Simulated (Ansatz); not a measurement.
Relaxation of a generated cell, MoS2 placed in the rutile structure type; 6 atoms in the cell, which starts as P4₂/mnm (No. 136), tP6; a = 5.8195 Å, b = 5.8195 Å, c = 3.7478 Å, α = 90.00°, β = 90.00°, γ = 90.00°. Method: r2SCAN (plane waves to 500 eV, PAW, scalar-relativistic; Ansatz, a first-principles code). Γ-centred k-mesh 4×4×6 on the run's cell (coarser than for final values), Fermi–Dirac smearing 0.05 eV. This is the first round of the run. 

The optimiser's lines from the output (shortened; P is positive under compression):

```
relax step   1: F+E_penalty+E_count = -13560.77361117 eV  Δ(F+E_penalty+E_count) = +0.000e0 eV  max|allowed force component| = 2.779e-1 eV/Å  Δτ_max = 0.0000 Å  P = -11.439 GPa  Ω = 126.927 Å³  (9 SCF iters, dr2 threshold 1.00e-7 eV, accepted)
relax step   2: F+E_penalty+E_count = -13561.54360967 eV  Δ(F+E_penalty+E_count) = -7.700e-1 eV  max|allowed force component| = 3.300e-1 eV/Å  Δτ_max = 0.0485 Å  P = -4.514 GPa  Ω = 116.998 Å³  (7 SCF iters, dr2 threshold 6.00e-7 eV, accepted)
relax step   3: F+E_penalty+E_count = -13561.90850421 eV  Δ(F+E_penalty+E_count) = -3.649e-1 eV  max|allowed force component| = 2.469e-2 eV/Å  Δτ_max = 0.0675 Å  P = -1.249 GPa  Ω = 112.451 Å³  (7 SCF iters, dr2 threshold 6.00e-7 eV, accepted)
relax step   4: F+E_penalty+E_count = -13561.98289767 eV  Δ(F+E_penalty+E_count) = -7.439e-2 eV  max|allowed force component| = 5.303e-2 eV/Å  Δτ_max = 0.0442 Å  P = +0.242 GPa  Ω = 110.100 Å³  (7 SCF iters, dr2 threshold 6.00e-7 eV, accepted)
relax step   5: F+E_penalty+E_count = -13561.99511964 eV  Δ(F+E_penalty+E_count) = -1.222e-2 eV  max|allowed force component| = 2.052e-3 eV/Å  Δτ_max = 0.0146 Å  P = -0.037 GPa  Ω = 110.682 Å³  (6 SCF iters, dr2 threshold 6.00e-7 eV, accepted)
relax step   6: F+E_penalty+E_count = -13561.99515838 eV  Δ(F+E_penalty+E_count) = -3.874e-5 eV  max|allowed force component| = 8.887e-5 eV/Å  Δτ_max = 0.0007 Å  P = -0.001 GPa  Ω = 110.638 Å³  (4 SCF iters, dr2 threshold 2.77e-8 eV, accepted)
relax step   7: F+E_penalty+E_count = -13561.99348573 eV  Δ(F+E_penalty+E_count) = +1.673e-3 eV  max|allowed force component| = 1.571e-4 eV/Å  Δτ_max = 0.0000 Å  P = -0.006 GPa  Ω = 110.638 Å³  stress off target by 1.69e-2 GPa  SCF on the basis re-selected at this cell (its energy is not comparable with the rows above)  (7 SCF iters)
```

From the first to the last row the energy changes by -0.20 eV/atom and the volume by -12.8 %. The last row is marked as not comparable with the walk above it, whose basis was carried along; it does compare with step 1, since both stand on a basis selected at the nominal cutoff for their own cell.

Later rounds, restarted from the end of this one on a renewed k-mesh, logged 9 more steps and released under 0.01 eV/atom more. The final structure after all rounds: P4₂/mnm (No. 136), tP6, rutile type; a = b = 5.8377 Å, c = 3.2511 Å, α = β = γ = 90.00°. Between re-selections the logged energies stand on a plane-wave basis carried along with the cell. No spin polarisation in the result.

The run could not lower the symmetry of its start; a shaken copy of this end point relaxes with r2SCAN to P2₁2₁2 (No. 18), 0.08 eV/atom lower.

The relaxed structure here is a generated cell of MoS2: the first start was made by placing the elements on the sites of a structure type, and the end was not matched to a known phase here, so it may be hypothetical. Known forms of MoS2 include space group No. 160, 194.
